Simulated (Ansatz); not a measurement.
GaN:
```cif
data_GaN
_chemical_formula_sum 'N1 Ga1'
_space_group_name_H-M_alt 'P 1'
_space_group_IT_number 1
_cell_length_a 3.21623
_cell_length_b 3.21623
_cell_length_c 3.21623
_cell_angle_alpha 60.000
_cell_angle_beta 60.000
_cell_angle_gamma 60.000
loop_
_space_group_symop_operation_xyz
  'x, y, z'
loop_
_atom_site_label
_atom_site_type_symbol
_atom_site_fract_x
_atom_site_fract_y
_atom_site_fract_z
_atom_site_occupancy
N1 N 0.75000 0.75000 0.75000 1
Ga1 Ga 0.00000 0.00000 0.00000 1
```

Relaxed with PBE. 

Problem. HSE06 on this cell (Ansatz, an electronic-structure program, PAW) gives a gap of 2.75 eV. What does PBE give?

Solution. 1.54 eV.

Cost on shared cores: the PBE run (SCF on a 10×10×10 mesh, then bands and DOS) around 10 core-seconds (rough), the HSE06 run (SCF on 8×8×8, then a few points) very roughly 80 core-seconds; the tasks are unlike.

Space group F-43m (zinc blende). The PBE relaxation kept the symmetry of its start; phonons on a q-mesh show no instability. Spin–orbit coupling is left out wherever it is not named.

Potentials: the later of the program's two PAW sets.

Ansatz is a plane-wave DFT program.
